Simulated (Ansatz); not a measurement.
Data sheet: ZnS (DFT)

ZnS:
```
CELL_PARAMETERS angstrom
      3.74195     0.00000     0.00000
     -1.87097     3.24062     0.00000
      0.00000     0.00000    24.51571
ATOMIC_POSITIONS crystal
  Zn 0.33333 0.66667 0.12508
  Zn 0.00000 0.00000 0.00033
  Zn 0.66667 0.33333 0.62486
  Zn 0.66667 0.33333 0.87530
  Zn 0.00000 0.00000 0.75010
  Zn 0.33333 0.66667 0.37514
  Zn 0.00000 0.00000 0.49989
  Zn 0.66667 0.33333 0.25006
  S  0.66667 0.33333 0.34380
  S  0.66667 0.33333 0.96899
  S  0.33333 0.66667 0.21861
  S  0.00000 0.00000 0.59342
  S  0.00000 0.00000 0.09383
  S  0.00000 0.00000 0.84378
  S  0.33333 0.66667 0.46863
  S  0.66667 0.33333 0.71858
```

Space group P3m1 (No. 156); conventional cell a = b = 3.742 Å, c = 24.516 Å, α = β = 90.00°, γ = 120.00°.

Method: LDA in the plane-wave PAW code Ansatz. The cell and atoms are relaxed at this level. Other levels are named where they apply.

**Cell and energy**

Volume per atom: 18.58 Å³
Density: 4.35 g/cm³
Formation energy from the elements (no fitted shifts): -0.84 eV/atom

**Electronic structure**

- Band gap: 2.16 eV (direct)
- Valence-band maximum: at Γ
- Conduction-band minimum: at Γ
- Electron effective mass: 0.16, 0.17, 0.17 mₑ (principal values)
- Hole effective mass, band 1 of 2 at the edge: 1.5 along x, 1.4 along z (mₑ)
- Hole effective mass, band 2 of 2 at the edge: 0.16 along x, 1.4 along z (mₑ)

**Phonons**

* **Dynamical stability on the path**: stable (no imaginary branch)
* **Zero-point energy**: 41.2 meV/atom
* **Vibrational entropy at 300 K**: 28.8 J/(K·mol of atoms)

The workflow started from a Materials Project entry (that database holds measured and hypothetical structures alike); the Crystallography Open Database files this formula in space group No. 156, but the cells were not matched. It is not the phase usual at ambient conditions (space group No. 186, 216). The cell was relaxed with LDA under the symmetry of its start. The references are the lowest solids computed at this level, not always the standard phases.

Potentials: the later of the program's two PAW sets.
